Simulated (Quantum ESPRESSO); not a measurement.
# Moving one atom in Al2SiZnN4

These are calculations, not measurements. They come from pw.x of Quantum ESPRESSO 7.5, a plane-wave density functional program, with PseudoDojo standard norm-conserving files (v0.5 for PBE, v0.4.1 for LDA and PBEsol). The cells are made up: elements, strain and atom displacements were drawn at random, and nothing was relaxed. There is no spin polarisation, spin-orbit coupling or dispersion term.

The cell has 8 sites of a wurtzite lattice (rectangular cell). Sites 1 to 4 hold Al Al Si Zn; sites 5 to 8 hold N N N N. Cell vectors in Å: (3.273, 0.043, 0.007); (0.075, 5.578, 0.004); (0.012, 0.004, 5.349). Settings: PBE, cutoff 1143 eV, 5 x 4 x 4 k mesh shifted by half a step, Fermi-Dirac smearing of 0.025 eV.

Each run shifts the N atom on site 7 along z and leaves all else fixed. Site 3 is one of its nearest neighbours. E is the free energy of the cell above the lowest run shown.

| run | shift (Å) | Fz on site 7 (eV/Å) | Fz on site 3 (eV/Å) | P (GPa) | E (meV) |
| --- | --- | --- | --- | --- | --- |
| 1 | -0.0821 | -0.774 | 0.118 | -19.70 | 0.0 |
| 2 | -0.0464 | -1.131 | 0.132 | -19.62 | 34.1 |
| 3 | -0.0181 | -1.382 | 0.112 | -19.51 | 69.7 |
| 4 | 0.0172 | -1.663 | 0.056 | -19.33 | 123.6 |
| 5 | 0.0264 | -1.730 | 0.037 | -19.28 | 139.2 |
| 7 | 0.0820 | -2.097 | -0.116 | -18.90 | 245.9 |
| 6 | 0.0481 | ? | ? | ? | ? |

A rerun of one of these cells at 1437 eV and k mesh 7 x 6 x 6 moved values by no more than 0.004 eV in the cell's energy, 0.06 GPa in stress and 0.007 eV/Å in force.

## Worked fit

A parabola through the six runs shown gives Fz on site 7 = -1.530 - 8.04 u + 14.0 u² eV/Å, with u in Å and a scatter of 0.004 eV/Å. Minus the slope, 8.04 ± 0.12 eV/Å², is this atom's force constant along z at u = 0, with its periodic images moving too. The fitted force does not vanish within the range. The error is the larger of the fit's own and the change that a cubic makes, rounded up.

## Withheld run

Question: what Fz on site 7 should run 6 give?

The fit gives -1.884 eV/Å. The calculation gave -1.882 eV/Å.

```
run,shift (Å),Fz on site 7 (eV/Å),Fz on site 3 (eV/Å),P (GPa),E (meV)
6,0.0481,-1.882,-0.016,-19.14,178.4
```